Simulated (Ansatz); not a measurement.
Given:

Si2Ni in space group P6/mmm (No. 191; Ni on 1a, Si on 2d), a = 4.2225 Å, b = 4.2225 Å, c = 2.4677 Å, α = 90.00°, β = 90.00°, γ = 120.00°.

This is the PBEsol-relaxed structure.

All from plane-wave PAW PBEsol (Ansatz code), unless another level is named. Predict the electronic character.

metallic (no gap).

What about the density of states at the Fermi level?

0.67 states/eV per atom (mean over ±0.08 eV).

Predict the formation energy from the elements (no fitted shifts).

0.18 eV/atom.

A made-up cell: these elements were put on the sites of a structure type; neither database checked (COD, Materials Project) lists it. It is not the phase usual at ambient conditions (space group No. 225). Symmetry was held in the PBEsol relaxation. At this level the phase is dynamically unstable (imaginary phonons). The workflow began spin-polarised and lost its moments. The references are the lowest solids computed at this level, not always the standard phases.

Potentials: the later of the program's two PAW sets.
